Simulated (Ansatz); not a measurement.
SnO2 (rutile), relaxed with r2SCAN: 7 runs in the PAW code Ansatz, each a construction of maximally localised Wannier functions. The symmetry is P4_2/mnm (No. 136, tetragonal); conventional cell a = 4.761 Å, c = 3.200 Å, 12.09 Å³ an atom. Around Sn lie 6 O at 2.06–2.07 Å; around O lie 3 Sn at 2.06–2.07 Å. (Simulation; spin polarisation is off.)

```
CELL_PARAMETERS angstrom
4.76057 0.00000 0.00000
0.00000 4.76057 0.00000
0.00000 0.00000 3.20008
ATOMIC_POSITIONS crystal
Sn 0.00000 0.00000 0.00000
Sn 0.50000 0.50000 0.50000
O 0.30588 0.30588 0.00000
O 0.19412 0.80588 0.50000
O 0.80588 0.19412 0.50000
O 0.69412 0.69412 0.00000
```

Windows count from the top of the filled bands; a dash means that no such window was set (without an outer window there is no disentanglement). Rows marked drawn have settings drawn at random (some not listed).

```
functional  SCF mesh  trial orbitals  functions   mesh     window (eV)  frozen (eV)  settings  Ω total (Å²)  Ω invariant (Å²)  largest spread (Å²)  least projectability  interpolation miss of the model's filled bands (eV, to the nearest computed level)
       PBE     4×4×6        O s, O p         16  2×2×4               –            –    chosen         13.87             12.10                 0.91                  0.78                                                                               0.215
       PBE     4×4×6        O s, O p         16  6×6×8               –            –    chosen         15.38             13.60                 1.00                  0.78                                                                               0.017
       PBE     4×4×6             O p         12  4×4×6               –            –    chosen         13.22             12.93                 1.26                  0.73                                                                               0.063
    r2SCAN     4×4×6             O p         12  4×4×6               –            –    chosen         12.69             12.45                 1.20                  0.76                                                                               0.042
       PBE     4×4×6       Sn s, O p         14  4×4×6  -17.5 to +11.4            –     drawn         13.31             13.16                 1.78                  0.34                                                                               1.194
```

Problem. Estimate from these rows what the further settings give.
```tsv
functional	SCF mesh	trial orbitals	functions	mesh	window (eV)	frozen (eV)	settings
PBE	4×4×6	O s, O p	16	4×4×6	–	–	chosen
r2SCAN	4×4×6	O s, O p	16	4×4×6	–	–	chosen
```

Solution.
```tsv
functional	SCF mesh	trial orbitals	functions	mesh	window (eV)	frozen (eV)	settings	Ω total (Å²)	Ω invariant (Å²)	largest spread (Å²)	least projectability	interpolation miss of the model's filled bands (eV, to the nearest computed level)
PBE	4×4×6	O s, O p	16	4×4×6	–	–	chosen	15.08	13.28	0.98	0.78	0.065
r2SCAN	4×4×6	O s, O p	16	4×4×6	–	–	chosen	15.46	13.69	1.02	0.75	0.043
```

For O s, O p with PBE the spread goes 13.87 Å² (2×2×4), 15.08 Å² (4×4×6), 15.38 Å² (6×6×8): finite differences on a coarse mesh understate it.

Spin-orbit coupling is left out, which matters wherever the heavy atoms make up the band edges.
